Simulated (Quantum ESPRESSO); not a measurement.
Kohn-Sham bands of KF (rock salt)

```yaml
crystal:
  lattice:
    - [0.00000, 2.65442, 2.65442]
    - [2.65442, 0.00000, 2.65442]
    - [2.65442, 2.65442, 0.00000]
  atoms:
    - { symbol: K, position: [0.00000, 0.00000, 0.00000] }
    - { symbol: F, position: [0.50000, 0.50000, 0.50000] }
```

Materials Project entry mp-463; symmetrised, unrelaxed at this level. COD (Crystallography Open Database) has an entry of this formula and space group (matched by these alone). Method: LDA plane waves in Quantum ESPRESSO 7.5 (PseudoDojo norm-conserving files, 68 Ry, no spin polarisation, no spin-orbit coupling), Bloch states on a 8×8×8 mesh through Γ, Wannier90 4.0.1. Density: 10×10×10 mesh, cold smearing 0.01 Ry.

The lattice is scaled uniformly by ε, fractional positions fixed; Kohn-Sham values from pw.x, the row at 2.0 % withheld:

```json
[
 {"ε (%)": "-4.0", "gap (eV)": "6.611", "width of the top valence group (eV)": "1.017", "direct gap at K (eV)": "9.086"},
 {"ε (%)": "-2.0", "gap (eV)": "6.249", "width of the top valence group (eV)": "0.936", "direct gap at K (eV)": "9.014"},
 {"ε (%)": "0.0", "gap (eV)": "5.923", "width of the top valence group (eV)": "0.860", "direct gap at K (eV)": "8.920"},
 {"ε (%)": "2.0", "gap (eV)": "?", "width of the top valence group (eV)": "?", "direct gap at K (eV)": "?"},
 {"ε (%)": "4.0", "gap (eV)": "5.357", "width of the top valence group (eV)": "0.728", "direct gap at K (eV)": "8.642"}
]
```

Q: Fit y = y₀ + bε + cε² to the rows at -4.0, 0 and 4.0 %, check it on the fourth row, and predict the withheld one.

A: 
- gap (eV): b = (5.357 − 6.611)/8 = -0.1567, c = (5.357 + 6.611 − 2×5.923)/32 = 0.00381. Check at -2.0 %: 6.252 for 6.249. Prediction 5.625; the run gives 5.628.
- width of the top valence group (eV): b = (0.728 − 1.017)/8 = -0.0361, c = (0.728 + 1.017 − 2×0.860)/32 = 0.00078. Check at -2.0 %: 0.935 for 0.936. Prediction 0.791; the run gives 0.789.
- direct gap at K (eV): b = (8.642 − 9.086)/8 = -0.0555, c = (8.642 + 9.086 − 2×8.920)/32 = -0.00350. Check at -2.0 %: 9.017 for 9.014. Prediction 8.795; the run gives 8.793.
